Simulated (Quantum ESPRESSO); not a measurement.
W2Hf4RuLi, input and log of a self-consistent run

A calculation, not a measurement. The program is pw.x of Quantum ESPRESSO 7.5 (plane-wave density functional theory). The cell is made up: eight metal atoms on a face-centred cubic lattice, with elements, volume, strain and displacements drawn at random and not relaxed, so it may be unstable or far from any real phase. PseudoDojo standard norm-conserving files set the functional (PBE unless stated); there is no spin polarisation or spin-orbit coupling, the Fermi-Dirac width of 0.25 eV means electrons at about 2900 K, and the masses in the input are unused placeholders. Heavy elements are run without spin-orbit coupling, which real alloys of them have. A spin test at this wide smearing found no moment, but such smearing suppresses magnetism that the real alloy may have.

Input:

```
&control calculation='scf', pseudo_dir='./dojo.nc.sr.pbe.v0_5.standard.upf', outdir='./o', disk_io='minimal', tprnfor=.true., tstress=.true. /
&system ibrav=0, nat=8, ntyp=4, nbnd=65, ecutwfc=84.00895049, nosym=.true., tot_charge=0,
 occupations='smearing', smearing='fd', degauss=0.0183746611
/
&electrons conv_thr=1.470e-08, electron_maxstep=70, mixing_beta=0.5 /
ATOMIC_SPECIES
Hf 1.0 Hf.upf
Li 1.0 Li.upf
Ru 1.0 Ru.upf
W 1.0 W.upf
CELL_PARAMETERS angstrom
0.0 -2.1894 -2.1894
-4.3787 2.1894 -2.1894
6.5681 6.5681 -4.3787
ATOMIC_POSITIONS angstrom
W 0.0757 -0.0598 -0.0628
Hf -0.0405 2.0623 -2.3003
Hf -0.1207 4.2776 -4.3738
Ru 4.3407 4.5357 -4.2836
Hf -2.1346 -0.0402 -2.2891
W -2.2667 2.1379 -4.3701
Hf 2.4068 2.232 -4.3229
Li 2.3154 4.3911 -6.5956
K_POINTS automatic
8 5 3 1 1 1
```

The log is shortened where brackets say so; the opening notice, blank lines, dates and the lines on written files are dropped, and the path of the files is cut. It prints rydbergs, bohrs and kilobars, and counts compression as positive stress. Its total energy is the free energy E - TS of the whole cell.

```
     Program PWSCF v.7.5
     Parallel version (MPI & OpenMP), running on       4 processor cores
     Number of MPI processes:                 4
     Threads/MPI process:                     1
     [start-up lines left out]
     bravais-lattice index     =            0
     lattice parameter (alat)  =       5.8511  a.u.
     unit-cell volume          =    1133.1262 (a.u.)^3
     number of atoms/cell      =            8
     number of atomic types    =            4
     number of electrons       =        95.00
     number of Kohn-Sham states=           65
     kinetic-energy cutoff     =      84.0090  Ry
     charge density cutoff     =     336.0358  Ry
     scf convergence threshold =      1.5E-08
     mixing beta               =       0.5000
     number of iterations used =            8  plain     mixing
     Exchange-correlation= PBE
                           (   1   4   3   4   0   0   0)
     [axes and pseudopotential details left out]
   Cartesian axes
     site n.     atom                  positions (alat units)
         1        W      tau(   1) = (   0.0244487  -0.0193135  -0.0202824  )
         2        Hf     tau(   2) = (  -0.0130802   0.6660575  -0.7429240  )
         3        Hf     tau(   3) = (  -0.0389823   1.3815292  -1.4125987  )
         4        Ru     tau(   4) = (   1.4019085   1.4648873  -1.3834670  )
         5        Hf     tau(   5) = (  -0.6894081  -0.0129833  -0.7393067  )
         6        W      tau(   6) = (  -0.7320722   0.6904739  -1.4114037  )
         7        Hf     tau(   7) = (   0.7773201   0.7208652  -1.3961596  )
         8        Li     tau(   8) = (   0.7478008   1.4181861  -2.1301697  )
     number of k points=    60  Fermi-Dirac smearing, width (Ry)=  0.0184
                       cart. coord. in units 2pi/alat
        k(    1) = (  -0.0092066   0.0173101  -0.1056985), wk =   0.0333333
        k(    2) = (  -0.1270614  -0.1005420   0.0121537), wk =   0.0333333
     [further k points left out]
     Dense  grid:   117877 G-vectors     FFT dimensions: (  36,  60, 120)
     Estimated max dynamical RAM per process >     434.00 MB
     Estimated total dynamical RAM >       1.61 GB
     Initial potential from superposition of free atoms
     starting charge      94.9862, renormalised to      95.0000
     Starting wfcs are   72 randomized atomic wfcs
     total cpu time spent up to now is        6.7 secs
     per-process dynamical memory:   349.1 Mb
     Self-consistent Calculation
     iteration #  1     ecut=    84.01 Ry     beta= 0.50
     Davidson diagonalization with overlap
     ethr =  1.00E-02,  avg # of iterations =  2.6
     total cpu time spent up to now is       22.6 secs
     total energy              =    -969.80103133 Ry
     estimated scf accuracy    <       2.01899596 Ry
     iteration #  2     ecut=    84.01 Ry     beta= 0.50
     Davidson diagonalization with overlap
     ethr =  2.13E-03,  avg # of iterations =  4.0
     total cpu time spent up to now is       41.4 secs
     total energy              =    -968.03088984 Ry
     estimated scf accuracy    <      69.66861571 Ry
     iteration #  3     ecut=    84.01 Ry     beta= 0.50
     Davidson diagonalization with overlap
     ethr =  2.13E-03,  avg # of iterations =  6.1
     total cpu time spent up to now is       60.0 secs
     total energy              =    -970.73633107 Ry
     estimated scf accuracy    <       6.49128368 Ry
     iteration #  4     ecut=    84.01 Ry     beta= 0.50
     Davidson diagonalization with overlap
     ethr =  2.13E-03,  avg # of iterations =  2.0
     total cpu time spent up to now is       73.2 secs
     total energy              =    -970.99469863 Ry
     estimated scf accuracy    <       3.11575996 Ry
     iteration #  5     ecut=    84.01 Ry     beta= 0.50
     Davidson diagonalization with overlap
     ethr =  2.13E-03,  avg # of iterations =  1.0
     total cpu time spent up to now is       85.3 secs
     total energy              =    -971.03859907 Ry
     estimated scf accuracy    <       1.19902722 Ry
     [iterations 6 to 14 left out]
     iteration # 15     ecut=    84.01 Ry     beta= 0.50
     Davidson diagonalization with overlap
     ethr =  1.79E-08,  avg # of iterations =  1.1
     total cpu time spent up to now is      226.9 secs
     total energy              =    -971.09594706 Ry
     estimated scf accuracy    <       0.00002460 Ry
     iteration # 16     ecut=    84.01 Ry     beta= 0.50
     Davidson diagonalization with overlap
     ethr =  1.79E-08,  avg # of iterations =  1.0
     total cpu time spent up to now is      239.0 secs
     total energy              =    -971.09594830 Ry
     estimated scf accuracy    <       0.00000145 Ry
     iteration # 17     ecut=    84.01 Ry     beta= 0.50
     Davidson diagonalization with overlap
     ethr =  1.52E-09,  avg # of iterations =  1.6
     total cpu time spent up to now is      251.9 secs
     total energy              =    -971.09594839 Ry
     estimated scf accuracy    <       0.00000006 Ry
     iteration # 18     ecut=    84.01 Ry     beta= 0.50
     Davidson diagonalization with overlap
     ethr =  6.75E-11,  avg # of iterations =  5.2
     total cpu time spent up to now is      269.7 secs
     total energy              =    -971.09594841 Ry
     estimated scf accuracy    <       0.00000003 Ry
     iteration # 19     ecut=    84.01 Ry     beta= 0.50
     Davidson diagonalization with overlap
     ethr =  3.40E-11,  avg # of iterations =  2.0
     total cpu time spent up to now is      283.2 secs
     End of self-consistent calculation
     [lines on levels left out]
!    total energy              =    -971.09594840 Ry
     estimated scf accuracy    <       0.00000001 Ry
     smearing contrib. (-TS)   =      -0.15365994 Ry
     internal energy E=F+TS    =    -970.94228846 Ry
     The total energy is F=E-TS. E is the sum of the following terms:
     one-electron contribution =    -294.17012567 Ry
     hartree contribution      =     175.88619066 Ry
     xc contribution           =    -217.07956234 Ry
     ewald contribution        =    -635.57879111 Ry
     convergence has been achieved in  19 iterations
     Forces acting on atoms (cartesian axes, Ry/au):
     atom    1 type  4   force =    -0.00787828   -0.00405592   -0.00261828
     atom    2 type  1   force =     0.02741229    0.01828951    0.00392895
     atom    3 type  1   force =     0.02704382    0.00311826    0.02260350
     atom    4 type  3   force =     0.02700494    0.00127042   -0.00562971
     atom    5 type  1   force =    -0.03075286   -0.03435207    0.02983824
     atom    6 type  4   force =    -0.01530424   -0.00930496    0.00129216
     atom    7 type  1   force =    -0.01546628    0.02464343   -0.04859541
     atom    8 type  2   force =    -0.01205939    0.00039132   -0.00081945
     Total force =     0.099470     Total SCF correction =     0.000566
     Computing stress (Cartesian axis) and pressure
          total   stress  (Ry/bohr**3)                   (kbar)     P=     -102.21
  -0.00071107  -0.00010899   0.00015483         -104.60      -16.03       22.78
  -0.00010899  -0.00068395   0.00009252          -16.03     -100.61       13.61
   0.00015483   0.00009252  -0.00068944           22.78       13.61     -101.42
     init_run     :      6.26s CPU      6.51s WALL (       1 calls)
     electrons    :    275.54s CPU    276.58s WALL (       1 calls)
     forces       :      2.97s CPU      2.98s WALL (       1 calls)
     stress       :     10.05s CPU     10.30s WALL (       1 calls)
     [timing details left out]
     PWSCF        :   4m55.02s CPU   4m56.60s WALL
     JOB DONE.
```

In other units: free energy -13212.433 eV for the cell, pressure -10.22 GPa, largest force component 1.249 eV/Å in size. The run took 298 s of wall time with four MPI processes on a shared machine (Intel Xeon, 2023 or later, virtual cores), so the time is rough. A rerun of this cell at a higher cutoff and on a denser mesh moved values by no more than 0.004 eV in energy, 0.05 GPa in stress and 0.005 eV/Å in force, and a second program with other atomic files agreed on that cell to 2 % rms in force and 0.5 GPa in pressure.